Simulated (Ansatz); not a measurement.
SiO2 (alpha-cristobalite type, space group P4_12_12)

```xyz
12
Lattice="5.0289 0.0000 0.0000 0.0000 5.0289 0.0000 0.0000 0.0000 7.0108" Properties=species:S:1:pos:R:3 pbc="T T T"
Si     1.4986     1.4986     0.0000
Si     4.0130     1.0159     5.2581
Si     1.0159     4.0130     1.7527
Si     3.5303     3.5303     3.5054
O      1.2050     0.5118     1.2498
O      3.7194     2.0026     4.0083
O      1.3095     3.0263     0.5029
O      3.8239     4.5171     4.7552
O      4.5171     3.8239     2.2556
O      2.0026     3.7194     3.0025
O      3.0263     1.3095     6.5079
O      0.5118     1.2050     5.7610
```

Equation-of-state scan: isotropic scaling of the cell above, V₀ being its volume. The atoms relax within the cell's symmetry.

Computed with PBEsol (plane waves to 420 eV, PAW, scalar-relativistic; Ansatz, an electronic-structure program). k mesh 5×5×4 (Γ-centred), Fermi-Dirac smearing 0.05 eV. The energy includes the smearing's −TS. Compression counts positive. With the shape held, the modulus is that of even scaling; a crystal free to change shape is softer. SiO2 was relaxed with its symmetry unable to fall. The PAW data are Ansatz's earlier set. ΔE is measured from the relaxed starting cell.

| V (Å³/atom) | ΔE (meV/atom) |
|---|---|
| 12.411 | 21.0 |
| 12.884 | 12.6 |
| 13.357 | 6.6 |
| 13.829 | 2.8 |
| 14.302 | 0.7 |
| 14.775 | 0.0 |
| 15.248 | 0.6 |
| 15.721 | withheld |
| 16.193 | 5.1 |
| 16.666 | 9.0 |
| 17.139 | 13.8 |

Task: Fit a third-order Birch-Murnaghan form (E₀, V₀, B₀, B₀′ free) to the given rows and predict ΔE at V = 15.721.

Result: Least squares on the 10 given rows: ΔE = E₀ + (9V₀B₀/16)·y²·[2 + (B₀′ − 4)y], y = (V₀/V)^(2/3) − 1, with V₀ = 14.766 Å³/atom, B₀ = 14.23 GPa (160.2 GPa = 1 eV/Å³; the term in eV is multiplied by 1000), B₀′ = 3.09, E₀ = -0.10 meV/atom; root-mean-square residual 0.11 meV/atom. At 15.721 the fit gives 2.4 meV/atom; the calculation gives 2.3 meV/atom, so the interpolation is off by 0.1 (+4.3 %). For the pressure the fit gives -0.81 GPa against the computed -0.74 GPa.

(A scan under strain: stresses follow from slopes of the energy per volume, elastic moduli from its curvatures.)
